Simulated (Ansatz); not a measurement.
Ga2Pt:
Space group Fm-3m (No. 225); a = 5.868 Å, b = 5.868 Å, c = 5.868 Å, α = 90.00°, β = 90.00°, γ = 90.00°

| atom | site | symmetry | x | y | z |
|---|---|---|---|---|---|
| Ga | 8c | -43m | 0.2500 | 0.2500 | 0.2500 |
| Pt | 4a | m-3m | 0.0000 | 0.0000 | 0.0000 |
(The calculation used a cell of 3 atoms; values per cell refer to that cell.)

Relaxed with LDA.

Problem. Which orbitals make up the states near the Fermi level in the program Ansatz at the LDA level (PAW)?

Solution. Within 0.5 eV of the Fermi level: Ga 4p 56 %, Pt 5d 21 %, Ga 4s 16 %. Projections are on Löwdin-orthogonalised atomic valence shells; empty p or d shells of many metals are not among them.

Problem. Tabulate the density of states.

Solution. States/eV per cell of 3 atoms, in 0.25 eV bins, energy from the Fermi level.

```
E (eV)  total  Pt 5d  Ga 4p  Ga 4s
------  -----  -----  -----  -----
-7.85    0.57   0.08   0.15   0.27
-7.60    0.52   0.08   0.12   0.26
-7.35    0.53   0.08   0.10   0.30
-7.10    2.34   0.46   0.54   1.28
-6.85    2.71   1.05   0.39   1.22
-6.60    1.34   0.63   0.20   0.49
-6.35    0.83   0.42   0.15   0.24
-6.10    0.65   0.33   0.16   0.14
-5.85    0.58   0.27   0.18   0.09
-5.60    0.60   0.27   0.22   0.07
-5.35    0.74   0.34   0.29   0.07
-5.10    2.04   1.28   0.64   0.07
-4.85    5.31   3.88   1.29   0.06
-4.60    2.86   2.16   0.59   0.03
-4.35    2.77   1.99   0.62   0.04
-4.10    2.17   1.54   0.46   0.06
-3.85    4.09   3.12   0.68   0.11
-3.60    3.76   3.22   0.37   0.04
-3.35    7.84   7.19   0.35   0.04
-3.10    2.41   1.89   0.28   0.09
-2.85    1.51   0.99   0.29   0.11
-2.60    1.01   0.53   0.27   0.10
-2.35    0.78   0.34   0.26   0.09
-2.10    1.02   0.44   0.37   0.12
-1.85    1.09   0.41   0.47   0.12
-1.60    0.98   0.34   0.44   0.12
-1.35    0.98   0.31   0.47   0.12
-1.10    1.06   0.32   0.54   0.12
-0.85    1.27   0.38   0.68   0.13
-0.60    1.23   0.34   0.68   0.13
-0.35    1.18   0.29   0.68   0.13
-0.10    1.14   0.26   0.66   0.14
0.15     1.13   0.23   0.65   0.18
0.40     1.24   0.22   0.63   0.32
0.65     0.97   0.15   0.60   0.15
0.90     0.85   0.11   0.58   0.09
1.15     0.81   0.09   0.56   0.09
1.40     0.64   0.07   0.43   0.08
1.65     0.56   0.06   0.34   0.10
1.90     0.59   0.09   0.30   0.15
2.15     0.69   0.13   0.28   0.22
2.40     0.78   0.14   0.32   0.26
2.65     1.07   0.17   0.45   0.37
2.90     1.79   0.20   0.81   0.65
3.15     1.64   0.19   0.75   0.57
3.40     1.18   0.14   0.55   0.39
3.65     0.85   0.10   0.41   0.26
3.90     0.51   0.06   0.26   0.14
4.15     0.36   0.04   0.18   0.10
4.40     0.74   0.07   0.30   0.19
4.65     1.17   0.09   0.49   0.28
```

The workflow started from a Materials Project entry (that database holds measured and hypothetical structures alike); the Crystallography Open Database files this formula in space group No. 225, but the cells were not matched. Whether it is the stable phase at ambient conditions was not checked. Symmetry was held in the LDA relaxation; of distortions, only those at the zone centre were tested. The run is not spin-polarised. Spin–orbit coupling is left out wherever it is not named.

Potentials: the later of the program's two PAW sets.
